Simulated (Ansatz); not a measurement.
LiF:
```
LiF
1.0
    0.00000     2.14514     2.14514
    2.14514     0.00000     2.14514
    2.14514     2.14514     0.00000
F Li
1 1
Direct
  0.25000   0.25000   0.25000
  0.00000   0.00000   0.00000
```

Relaxed with r²SCAN. Special points in fractions of this cell's reciprocal vectors: Γ (0.000, 0.000, 0.000); X (0.500, 0.000, 0.500); U (0.625, 0.250, 0.625); K (0.375, 0.375, 0.750); L (0.500, 0.500, 0.500); W (0.500, 0.250, 0.750).

Q: List the band energies nearest the valence-band maximum at these points for the program Ansatz at the r²SCAN level (PAW).

A: In eV from the valence-band maximum; about four levels below and three above (degenerate sets whole), none deeper than 8.9 eV; … stands for higher levels left out; points with the same levels are listed once.

```tsv
k	below	above
Γ	0.00 0.00 0.00	…
X	-1.41 -0.79 -0.79	…
U	-1.52 -0.94 -0.62	…
L	-1.98 -0.26 -0.26	…
W	-1.45 -0.95 -0.77	…
```

Space group F-43m (zinc blende). The start of the workflow was typed in or built on a structure type; neither database checked (COD, Materials Project) lists it. It is not the phase usual at ambient conditions (space group No. 225). Symmetry was held in the r²SCAN relaxation; whether a distortion lowers the energy is not shown.

Potentials: the later of the program's two PAW sets.
